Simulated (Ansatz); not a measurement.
## Structure relaxation, Cr

The start is a relaxed Cr cell, doubled along one cell vector, shaken by Gaussian noise of σ = 0.08 Å a coordinate. A full variable-cell relaxation at zero pressure is run with r2SCAN (plane waves to 500 eV, PAW, scalar-relativistic; Ansatz, a quantum-chemistry and plane-wave program). The first steps use a coarse 15×8×10 k-mesh.

The start:
```
Cr
1.0
   -2.22598     2.22598     1.21942
    4.45197    -4.45197     2.43884
    2.22598     2.22598    -1.21942
Cr
4
Direct
  0.73354   0.10685   0.46364
  0.69989   0.58778   0.46383
  0.02782   0.01637   0.98110
  0.93532   0.49222   0.03416
```

**Question.** How much energy is released per atom?

**Answer.** 0.89 eV/atom.

**Question.** How do the shortest distances between atoms change?

**Answer.** The closest pairs of elements (up to four, under 3.6 Å), start → end: Cr–Cr 1.99 → 2.45 Å.

**Question.** Write out the relaxed structure.

**Answer.** 
Space group Im-3m (No. 229); a = b = c = 2.8308 Å, α = β = γ = 90.00°

| atom | site | symmetry | x | y | z |
|---|---|---|---|---|---|
| Cr | 2a | m-3m | 0.0000 | 0.0000 | 0.0000 |
(The calculation used a cell of 1 atom; values per cell refer to that cell.)

Final values are on a 23×23×23 k-mesh of the relaxed cell. The start holds a very short contact (Cr–Cr 1.99 Å). No spin polarisation in the result. A magnetic state may lie lower.

Of the parent cell (I4₁/amd (No. 141)): it is a generated cell of Cr: the first start was made by placing the elements on the sites of a structure type, and the end was not matched to a known phase here, so it may be hypothetical. Known forms of Cr include space group No. 229.
